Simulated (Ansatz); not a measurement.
Ir (hcp (Mg type), P6_3/mmc) at seven volumes, DFT-r²SCAN in the program Ansatz with PAW potentials, shape and atoms relaxed at each. One row is withheld.

```json
[
 {"V (Å³/atom)": "12.978", "P (GPa)": "44.70"},
 {"V (Å³/atom)": "13.406", "P (GPa)": "27.05"},
 {"V (Å³/atom)": "13.834", "P (GPa)": "12.30"},
 {"V (Å³/atom)": "14.262", "P (GPa)": "0.01"},
 {"V (Å³/atom)": "14.690", "P (GPa)": "-10.23"},
 {"V (Å³/atom)": "15.118", "P (GPa)": "?"},
 {"V (Å³/atom)": "15.545", "P (GPa)": "-25.81"}
]
```

### Question
Fit the shown pressures and predict the withheld one.

### Answer
P = (3/2)B₀(x^(7/2) − x^(5/2))[1 + (3/4)(B′ − 4)(x − 1)] with x = (V₀/V)^(2/3). Least squares on the six rows gives V₀ = 14.263 Å³/atom, B₀ = 373 GPa, B′ = 5.06. At V = 15.118, x = 0.9619 and P = -18.74 GPa. The run itself gave -18.74 GPa.

The workflow started from a Materials Project entry (that database holds measured and hypothetical structures alike); the Crystallography Open Database copy checked does not list it. It is not the phase usual at ambient conditions (space group No. 225). The r²SCAN relaxation kept the symmetry of its start; of distortions, only those at the zone centre were tested. The run is not spin-polarised. Spin–orbit coupling is left out wherever it is not named.

Potentials: the later of the program's two PAW sets.
